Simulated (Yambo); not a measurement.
**GaAl3N4: sweep of GW parameters**

G0W0@PBEsol for GaAl$_{3}$N$_{4}$ (space group P-43m, No. 215) in Yambo. Reference settings: 4×4×4 Γ-centred k mesh, 161 bands and a 8 Ry block in the screening, 161 bands in G with the Bruneval-Gonze terminator, plasmon pole fitted at 27.2 eV. The PBEsol gap Γ → Γ on this mesh is 3.33 eV; G0W0 gaps are taken between the same points.

| change from the reference | G0W0 gap Γ → Γ (eV) | shift of the valence edge (eV) | rough Yambo cost |
|---|---|---|---|
| reference settings | 4.57 | -0.66 | 1 |
| 62 bands in G | 4.60 | -0.63 | – |
| wavefunctions cut at 25 Ry | 4.51 | -0.62 | about 1/2 |
| no point-group symmetry | 4.57 | -0.66 | about 3× |
| 62 bands in G, no terminator | 4.29 | 0.07 | – |
| no terminator | 4.45 | -0.45 | – |

The reference isn't shown to be the converged limit. Costs are rough (shared machines), scaled to the same edge states, and given only for runs that recompute the screening.

Spin-orbit splittings are left out.

The standard potential for Ga keeps a d shell in the valence without the s and p states of that shell. In tests on such compounds this moved G0W0 gaps by up to about 0.9 eV, so absolute quasiparticle energies here are unreliable; differences between settings are what counts.

Geometry of the Materials Project entry, not relaxed at this level; primitive cell a = b = c = 4.4014 Å, α = β = γ = 90.00°.

The structure is a Materials Project entry; no match was found in the copy of COD used, and its stability was not checked.

A shift is the quasiparticle energy of the state minus its PBEsol energy.
